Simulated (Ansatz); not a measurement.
Relaxed-ion elastic tensor of Ag (simple hexagonal, space group No. 191) in GPa (Voigt order), plane-wave PAW PBEsol (Ansatz code); density 9.90 g/cm³, 18.10 Å³ per atom.

```json
[
 {"": "1", "1": "199", "2": "96.6", "3": "18.5", "4": "0.0", "5": "0.0", "6": "0.0"},
 {"": "2", "1": "96.6", "2": "199", "3": "18.5", "4": "0.0", "5": "0.0", "6": "0.0"},
 {"": "3", "1": "18.5", "2": "18.5", "3": "237", "4": "0.0", "5": "0.0", "6": "0.0"},
 {"": "4", "1": "0.0", "2": "0.0", "3": "0.0", "4": "-16.5", "5": "0.0", "6": "0.0"},
 {"": "5", "1": "0.0", "2": "0.0", "3": "0.0", "4": "0.0", "5": "-16.5", "6": "0.0"},
 {"": "6", "1": "0.0", "2": "0.0", "3": "0.0", "4": "0.0", "5": "0.0", "6": "51.4"}
]
```

### Question
Is the crystal mechanically stable?

### Answer
No: the smallest eigenvalue of C is -16.5 GPa.

Space group P6/mmm (simple hexagonal). The start of the workflow was typed in or built on a structure type; neither database checked (COD, Materials Project) lists it. It is not the phase usual at ambient conditions (space group No. 225). The PBEsol relaxation kept the symmetry of its start. At this level the phase is mechanically unstable. No spin polarisation was allowed. As this level gives no gap, shear constants depend on the k-mesh and smearing (Fermi–Dirac, 0.1 eV here).

Potentials: the later of the program's two PAW sets.
